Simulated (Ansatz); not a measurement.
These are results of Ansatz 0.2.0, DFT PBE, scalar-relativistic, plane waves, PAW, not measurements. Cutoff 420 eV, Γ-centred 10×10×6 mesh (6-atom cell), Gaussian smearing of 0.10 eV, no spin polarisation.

Formation energies are uncorrected and refer to the elements' standard structures at the same level. The references include black phosphorus.

Problem. Find a candidate tetragonal metal made of Ga, P and Sc, with a formation energy near −0.80 eV/atom and a density near 3.99 g/cm³, in a cell of 6 atoms.

Solution. Sc2GaP3, space group P-4m2 (No. 115). Sc has 5 P at 2.63–2.68 Å, 2 Ga at 3.04 Å and 2 P at 3.04 Å; around Ga lie 4 P at 2.62 Å, 4 Sc at 3.04 Å and 4 P at 3.16 Å; P on a site of symmetry 2mm has 5 Sc at 2.63–2.68 Å, 2 Ga at 3.16 Å and 2 P at 3.16 Å; P on a site of symmetry -4m2 has 4 Ga at 2.62 Å, 4 Sc at 3.04 Å and 4 P at 3.16 Å.

```
CELL_PARAMETERS angstrom
3.70881 0.00000 0.00000
0.00000 3.70881 0.00000
0.00000 0.00000 7.64753
ATOMIC_POSITIONS crystal
Sc 0.50000 0.00000 0.68438
Sc 0.00000 0.50000 0.31562
Ga 0.50000 0.50000 0.00000
P 0.50000 0.00000 0.33434
P 0.00000 0.50000 0.66566
P 0.00000 0.00000 0.00000
```

| Quantity | Value |
| --- | --- |
| Volume per atom | 17.53 Å³ |
| Density | 3.99 g/cm³ |
| Energy over the elements | −0.80 eV/atom |
| Gap on the 10×10×6 mesh of the 6-atom cell | 0 eV (a metal) |

It was reached by relaxing an invented guess, and it needn't be the stable form of this composition. The answer needn't be unique; the calculation gave this one.

The reference form of P is held partly by dispersion forces, which this level lacks. A structure relaxed within its symmetry needn't be a true minimum.
